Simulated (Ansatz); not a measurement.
CdS (zinc blende, space group No. 216), PBE (plane waves, PAW; program Ansatz). The conduction-band minimum lies at Γ, with 1 equivalent valley. Second derivatives d²E/dk² of the lowest band at one valley (eV·Å²), along Cartesian directions:

```json
[
 {"direction": "[100]", "d²E/dk²": "64.26"},
 {"direction": "[010]", "d²E/dk²": "64.26"},
 {"direction": "[001]", "d²E/dk²": "64.26"},
 {"direction": "[110]", "d²E/dk²": "64.22"},
 {"direction": "[101]", "d²E/dk²": "64.22"},
 {"direction": "[011]", "d²E/dk²": "64.22"}
]
```

Find the principal effective masses, the density-of-states mass and the conductivity mass.

Off-diagonal terms follow from H_xy = H[110] − (H_xx + H_yy)/2, and m*/mₑ = 7.620 eV·Å² over each eigenvalue: 0.12, 0.12, 0.12. One valley's DOS mass (m₁m₂m₃)^(1/3) = 0.12, conductivity mass 3/(Σ 1/mᵢ) = 0.12 mₑ.

What effective density of states Nc follows at 300 K for parabolic valleys?

Nc = 2.509e19 × 1 × (0.12)^(3/2) ≈ 1.0e18 cm⁻³.

Space group F-43m (zinc blende). Symmetry was held in the PBE relaxation. Scalar-relativistic: spin–orbit coupling is off unless named, which matters more the heavier the elements.

Potentials: the later of the program's two PAW sets.

Edges and masses are those of Kohn–Sham bands, whose gap is no quasiparticle gap.
